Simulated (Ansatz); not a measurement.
Te2Mo:
```
Te2Mo
1.0
    3.54189     0.00000     0.00000
   -1.77095     3.06737     0.00000
    0.00000     0.00000     7.90875
Te Mo
2 1
Direct
  0.33333   0.66667   0.77312
  0.33333   0.66667   0.22688
  0.00000   0.00000   0.00000
```

Relaxed with r²SCAN+D4.

Question: Map the valence electron density (e/Å³), cut off at 1 on the plane through (0.333, 0.667, 0.773) spanned by u = [0, 0, 1] and v = [1, -1, 0] in lattice vectors, from r²SCAN+D4 in the plane-wave PAW code Ansatz.

Answer: x is the fraction of u, y of v (the angle between them is 90°; rows are the nearest grid lines); atoms in the plane: Te at (0.00, 0.00), Te at (0.45, 0.00), Mo at (0.23, 0.67).
```
|@@@@@+-:...:-+@@@@@@@@*=:.     .:-*@@@@@|
|@@@@@+-:...:-+@@@@@@@@*-:.     ..-*@@@@@|
|@@@@*=-:::::-=*@@@@@@*=:.       .:-*@@@@|
|@@%*+=--:::--=+*%@@@*=:..        .:=+%@@|
|**++===========++**+-:..         ..:-=+*|
|::--=*@@@@@@@*=--:::..              ..::|
|.::-=@@@@@@@@@+-::..                 ...|
|..:-+@@@@@@@@@*-:...                  ..|
|..:-+@@@@@@@@@*-:..                    .|
|..::+@@@@@@@@@+-:...                  ..|
|..::-#@@@@@@@%=::...                  ..|
|....::-+#%#+-::.....                  ..|
|......::---::.......                  ..|
|  ...............                       |
|        ...                             |
|                                        |
|        ...                             |
|....................                  ..|
|.....................               ....|
|++==-::.....::--=+++-:..         ..:-=++|
|@@#*=-::...::-=+#@@@*=:..        .:=*%@@|
|@@@@*=-:...:-=+%@@@@@*=:.       .:-*@@@@|
|@@@@@+-:...:-+@@@@@@@@*-:.     ..-*@@@@@|
|@@@@@+-:...:-+@@@@@@@@*=:.     .:-*@@@@@|
```
Scale: ten equal steps from 0.006 (start of ' ') to 1.00 (end of '@'), in the order ' .:-=+*#%@'; x runs from 0.000 to 1.00, y from 0.000 (bottom) to 1.00 (top).

The density is the valence pseudo-density with augmentation charge, so density and ELF within about 1 Å of a nucleus are not all-electron values.

Space group P-6m2. The first step of the workflow began from a Materials Project structure, measured or hypothetical; the Crystallography Open Database copy checked does not list it. It is not the phase usual at ambient conditions (space group No. 194). The r²SCAN+D4 relaxation kept the symmetry of its start; its stability against distortions is not shown here. No spin polarisation was allowed. Spin–orbit coupling is left out wherever it is not named.

Potentials: the later of the program's two PAW sets.
